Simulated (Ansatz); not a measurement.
VIr$_{3}$:
```yaml
crystal:
  lattice:
    - [3.79423, 0.00000, 0.00000]
    - [0.00000, 3.79423, 0.00000]
    - [0.00000, 0.00000, 3.79423]
  atoms:
    - { symbol: V, position: [0.00000, 0.00000, 0.00000] }
    - { symbol: Ir, position: [0.50000, 0.50000, 0.00000] }
    - { symbol: Ir, position: [0.00000, 0.50000, 0.50000] }
    - { symbol: Ir, position: [0.50000, 0.00000, 0.50000] }
```

Relaxed with PBEsol. Special points in fractions of this cell's reciprocal vectors: Γ (0.000, 0.000, 0.000); X (0.000, 0.500, 0.000); M (0.500, 0.500, 0.000); R (0.500, 0.500, 0.500).

Question: List the band energies nearest the Fermi level at these points for PBEsol (plane waves, PAW; program Ansatz).

Answer: In eV from the Fermi level; about four levels below and three above (degenerate sets whole), none deeper than 8.9 eV; points with the same levels are listed once.

```tsv
k	below	above
Γ	-2.85 -2.85 -2.85 -0.37 -0.37	1.35 1.85 1.85
X	-1.51 -1.51 -1.44 -0.08 -0.08	0.20 0.28 1.11
M	-2.13 -2.13 -1.07 -0.88	0.11 0.32 0.32
R	-0.43 -0.27 -0.27 -0.27	1.37 1.37 1.37
```

Space group Pm-3m (Cu3Au type). The first step of the workflow began from a Materials Project structure, measured or hypothetical; the Crystallography Open Database files this formula in space group No. 221, but the cells were not matched. Its standing as an ambient phase is unchecked. The PBEsol relaxation kept the symmetry of its start; whether a distortion lowers the energy is not shown. No spin polarisation was allowed. Scalar-relativistic: spin–orbit coupling is off unless named, which matters more the heavier the elements.

Potentials: the later of the program's two PAW sets.
